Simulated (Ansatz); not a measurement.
HfO2:
```xyz
3
Lattice="0.0000 2.5009 2.5009 2.5009 0.0000 2.5009 2.5009 2.5009 0.0000" Properties=species:S:1:pos:R:3 pbc="T T T"
Hf     0.0000     0.0000     0.0000
O      3.7513     3.7513     3.7513
O      1.2504     1.2504     1.2504
```

Relaxed with LDA. Special points in fractions of this cell's reciprocal vectors: Γ (0.000, 0.000, 0.000); X (0.500, 0.000, 0.500); U (0.625, 0.250, 0.625); K (0.375, 0.375, 0.750); L (0.500, 0.500, 0.500); W (0.500, 0.250, 0.750).

Problem. List the band energies nearest the valence-band maximum at these points for LDA in the plane-wave PAW code Ansatz.

Solution. In eV from the valence-band maximum; about four levels below and three above (degenerate sets whole), none deeper than 8.9 eV; points with the same levels are listed once.

```json
[
 {"k": "Γ", "below": "-5.73 -5.73 -5.73 -0.65 -0.65 -0.65", "above": "3.76 3.76 5.92"},
 {"k": "X", "below": "-3.60 -3.60 -1.69 -1.69 0.00", "above": "3.66 5.52 6.95"},
 {"k": "U", "below": "-3.51 -2.44 -1.43 -0.36", "above": "4.25 5.45 7.21"},
 {"k": "L", "below": "-3.21 -2.84 -1.90 -1.90", "above": "4.55 4.55 7.31"},
 {"k": "W", "below": "-2.71 -2.71 -1.54 -0.23", "above": "4.78 5.14 7.36 7.36"}
]
```

Space group Fm-3m (fluorite). This is a known high-temperature phase of the composition, computed here at zero pressure and temperature. Symmetry was held in the LDA relaxation. At this level the phase is dynamically unstable (imaginary phonons). The run is not spin-polarised. Scalar-relativistic: spin–orbit coupling is off unless named, which matters more the heavier the elements.

Potentials: the earlier of the program's two PAW sets.
